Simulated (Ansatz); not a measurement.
NbAs:
```yaml
crystal:
  lattice:
    - [-1.70853, 1.70853, 5.76554]
    - [1.70853, -1.70853, 5.76554]
    - [1.70853, 1.70853, -5.76554]
  atoms:
    - { symbol: Nb, position: [0.99926, 0.99926, 0.00000] }
    - { symbol: Nb, position: [0.74926, 0.24926, 0.50000] }
    - { symbol: As, position: [0.41774, 0.41774, 0.00000] }
    - { symbol: As, position: [0.16774, 0.66774, 0.50000] }
```

Relaxed with LDA. Special points in fractions of this cell's reciprocal vectors: Γ (0.000, 0.000, 0.000); X (0.000, 0.000, 0.500); P (0.250, 0.250, 0.250); N (0.000, 0.500, 0.000); M (0.500, 0.500, -0.500); S (0.272, 0.728, -0.272); S0 (-0.272, 0.272, 0.272); R (-0.044, 0.044, 0.500); G (0.500, 0.500, -0.044).

Question: List the band energies nearest the Fermi level at these points for DFT-LDA in the program Ansatz with PAW potentials.

Answer: In eV from the Fermi level; about four levels below and three above (degenerate sets whole), none deeper than 8.9 eV; points with the same levels are listed once.

```tsv
k	below	above
Γ	-2.14 -1.76 -1.41 -1.41	0.72 1.32 2.56
X	-2.83 -2.83 -0.60 -0.60	2.52 2.52 2.81 2.81
P	-2.87 -2.87 -0.58 -0.58	2.53 2.53 2.77 2.77
N	-2.34 -1.81 -1.45 -0.06	0.05 1.24 2.22
M	-2.62 -2.62 -0.51 -0.51	1.01 1.01 2.04 2.04
S	-2.31 -2.15 -1.43 -0.16	0.22 1.53 2.09
R	-2.81 -2.81 -0.64 -0.64	2.40 2.40 2.81 2.81
```

Space group I4_1md. Symmetry was held in the LDA relaxation. No spin polarisation was allowed. A small band overlap can be real or an error of a semilocal functional. The Fermi level of a semimetal is unsure by some 0.05 eV on such meshes. Scalar-relativistic: spin–orbit coupling is off unless named, which matters more the heavier the elements.

Potentials: the earlier of the program's two PAW sets. The files were generated under PBE; for other functionals the program regenerates the frozen cores, and for LDA and PBEsol the local potential too.
